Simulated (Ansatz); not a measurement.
Values for one crystal, relaxed and computed with r²SCAN (plane waves, PAW; program Ansatz); other levels are named.

```yaml
volume_per_atom: 15.74 Å³
band_gap: 3.41 eV (indirect)
valence_band_maximum: off the standard path, at k = (0.156, 0.344, 0.333) in fractions of the reciprocal vectors
Formation energy from the elements (no fitted shifts): -84 kJ/mol-atom
conduction_band_minimum: on the T–W line, 74 % of the way from T (k = 0.182, 0.188, 0.312 in fractions of the reciprocal vectors) (4 equivalent valleys)
smallest_direct_gap_on_the_standard_path: 3.54 eV
```

Problem. Which compound is it?
A) TbO2, fluorite
B) TeSeO4, Ima2 (Pearson symbol oI24)
C) GaGeTe, R-3m (Ga on 6c, Ge on 6c, Te on 6c)
D) ZrO2, fluorite

Solution. B, TeSeO4, Ima2 (Pearson symbol oI24)

The first step of the workflow began from a Materials Project structure, measured or hypothetical; the Crystallography Open Database copy checked does not list it. COD files the formula under space group No. 1. Its standing as an ambient phase is unchecked. The cell was relaxed with r²SCAN under the symmetry of its start; whether a distortion lowers the energy is not shown. The references are the lowest solids computed at this level, not always the standard phases (solids in place of the gases). Spin–orbit coupling is left out wherever it is not named.

Potentials: the later of the program's two PAW sets.
